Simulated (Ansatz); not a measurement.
Values for one crystal, relaxed and computed with DFT-PBEsol in the program Ansatz with PAW potentials; other levels are named.

```yaml
volume_per_atom: 32.90 Å³
band_gap: 2.35 eV (indirect)
valence_band_maximum: at X
conduction_band_minimum: at Γ
Elastic constants (relaxed ions, GPa): C11 = 36.1, C12 = 12.0, C44 = 9.0
debye_temperature_from_the_elastic_constants: 241 K
Young's modulus: 25.9 GPa
```

### Question
Which compound is it?
A) CsI, CsCl type
B) K2S, anti-fluorite
C) MnF2, rutile
D) BaZrO3, cubic perovskite

### Answer
B, K2S, anti-fluorite

Space group Fm-3m (anti-fluorite). The PBEsol relaxation kept the symmetry of its start.

Potentials: the later of the program's two PAW sets.
